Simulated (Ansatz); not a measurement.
Input and command of a plane-wave DFT calculation in Ansatz:

```yaml
crystal:
  lattice:
    - [-1.568217172, 1.568217172, 1.568217172]
    - [1.568217172, -1.568217172, 1.568217172]
    - [1.568217172, 1.568217172, -1.568217172]
  atoms:
    - { symbol: W, position: [0.0, 0.0, 0.0] }
basis:
  ecutwfc: 500
kpoints:
  mp_grid: { grid: [18, 18, 18] }
hamiltonian:
  xc: r2scan
scf:
  occupations: { method: gaussian, width: 0.1 }
output:
  forces: true
  stress: true
  eigenvalues: true
```

```bash
ansatz run input.yaml --threads 1 --pin off --max-ram 2560MiB --backend cpu --events-out ev --progress --plain --runs-dir out
```

Processor: Arm Neoverse V2, 1 thread, on a host shared with other jobs.

**Question.** How long does it run, and how much memory does it take?

**Answer.** About 4.1 s on 1 thread of Arm Neoverse V2, with other jobs on the host, peak memory 0.34 GiB. It solves 11 bands at 195 k points (the mesh reduced by the symmetry that the task leaves, which can be less than the crystal's) with about 381 plane waves, in 6 SCF iterations.
